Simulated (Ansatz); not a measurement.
ZrB2:
```
ZrB2
1.0
    3.17103     0.00000     0.00000
   -1.58551     2.74619     0.00000
    0.00000     0.00000     3.54224
Zr B
1 2
Cartesian
  0.00000   0.00000   0.00000
  0.00000   1.83079   1.77112
  1.58551   0.91540   1.77112
```

Relaxed with PBE. Special points in fractions of this cell's reciprocal vectors: Γ (0.000, 0.000, 0.000); M (0.500, 0.000, 0.000); K (0.333, 0.333, 0.000); A (0.000, 0.000, 0.500); L (0.500, 0.000, 0.500); H (0.333, 0.333, 0.500).

Q: List the band energies nearest the Fermi level at these points for the program Ansatz at the PBE with spin–orbit coupling level (PAW).

A: In eV from the Fermi level; about four levels below and three above (degenerate sets whole), none deeper than 8.9 eV; points with the same levels are listed once.

```
k                    below                above
-  -----------------------  -------------------
Γ  -2.52 -2.52 -2.30 -2.30  3.41 3.41 3.48 3.48
M  -2.99 -2.99 -2.61 -2.61  2.28 2.28 2.36 2.36
K  -2.40 -2.40 -2.38 -2.38  1.59 1.59 1.64 1.64
A  -0.89 -0.89 -0.89 -0.89  0.39 0.39 0.43 0.43
L  -4.05 -4.05 -1.95 -1.95  3.76 3.76 4.13 4.13
H  -2.66 -2.66 -2.55 -2.55  4.11 4.11 6.01 6.01
```

Space group P6/mmm. Symmetry was held in the PBE relaxation. The run is not spin-polarised.

Potentials: the later of the program's two PAW sets.
